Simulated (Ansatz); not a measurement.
ZrMo:
```cif
data_Mo2Zr2
_chemical_formula_sum 'Zr2 Mo2'
_space_group_name_H-M_alt 'P 1'
_space_group_IT_number 1
_cell_length_a 6.21792
_cell_length_b 6.21792
_cell_length_c 4.06986
_cell_angle_alpha 90.000
_cell_angle_beta 90.000
_cell_angle_gamma 149.869
loop_
_space_group_symop_operation_xyz
  'x, y, z'
loop_
_atom_site_label
_atom_site_type_symbol
_atom_site_fract_x
_atom_site_fract_y
_atom_site_fract_z
_atom_site_occupancy
Zr1 Zr 0.66881 0.33119 0.25000 1
Mo1 Mo 0.94043 0.05957 0.25000 1
Zr2 Zr 0.33119 0.66881 0.75000 1
Mo2 Mo 0.05957 0.94043 0.75000 1
```

Relaxed with PBE.

**Question.** Which orbitals make up the states near the Fermi level in the program Ansatz at the PBE level (PAW)?

**Answer.** Within 0.5 eV of the Fermi level: Zr 4d 50 %, Mo 4d 39 %. Projections are on Löwdin-orthogonalised atomic valence shells; empty p or d shells of many metals are not among them.

**Question.** Tabulate the density of states.

**Answer.** States/eV per cell of 4 atoms, in 0.25 eV bins, energy from the Fermi level.

```
E (eV)  total  Mo 4d  Zr 4d  Mo 5s
------  -----  -----  -----  -----
-6.20    0.00   0.00   0.00   0.00
-5.95    0.06   0.00   0.00   0.03
-5.70    0.17   0.00   0.00   0.08
-5.45    0.25   0.00   0.00   0.12
-5.20    0.33   0.00   0.00   0.15
-4.95    0.42   0.01   0.01   0.20
-4.70    0.51   0.02   0.01   0.24
-4.45    0.59   0.03   0.03   0.26
-4.20    0.80   0.09   0.06   0.31
-3.95    1.73   0.59   0.26   0.38
-3.70    4.34   2.27   0.88   0.45
-3.45    5.95   3.52   1.33   0.49
-3.20    5.76   3.62   1.20   0.39
-2.95    5.60   3.32   1.45   0.40
-2.70    4.90   2.91   1.34   0.30
-2.45    3.32   2.01   0.92   0.13
-2.20    4.56   2.60   1.39   0.19
-1.95    6.22   3.46   1.83   0.36
-1.70    4.90   3.02   1.44   0.19
-1.45    4.91   3.10   1.48   0.14
-1.20    5.56   3.39   1.82   0.11
-0.95    5.32   2.70   2.09   0.15
-0.70    4.47   2.00   1.96   0.14
-0.45    4.51   1.77   2.24   0.16
-0.20    3.58   1.53   1.69   0.10
0.05     4.67   1.68   2.47   0.16
0.30     5.86   2.13   3.05   0.19
0.55     4.70   2.22   1.89   0.15
0.80     4.29   2.16   1.70   0.09
1.05     4.17   2.05   1.73   0.07
1.30     3.80   1.82   1.60   0.07
1.55     4.83   2.10   2.21   0.12
1.80     5.20   2.10   2.53   0.17
2.05     4.51   1.83   2.24   0.11
2.30     3.36   1.23   1.76   0.08
```

Space group Cmcm. The start of the workflow was typed in or built on a structure type; neither database checked (COD, Materials Project) lists it. Its standing as an ambient phase is unchecked. Symmetry was held in the PBE relaxation; its stability against distortions is not shown here. The run is not spin-polarised. Its formation energy is positive at this level, so the cell may be metastable or incomplete. Scalar-relativistic: spin–orbit coupling is off unless named, which matters more the heavier the elements.

Potentials: the earlier of the program's two PAW sets.
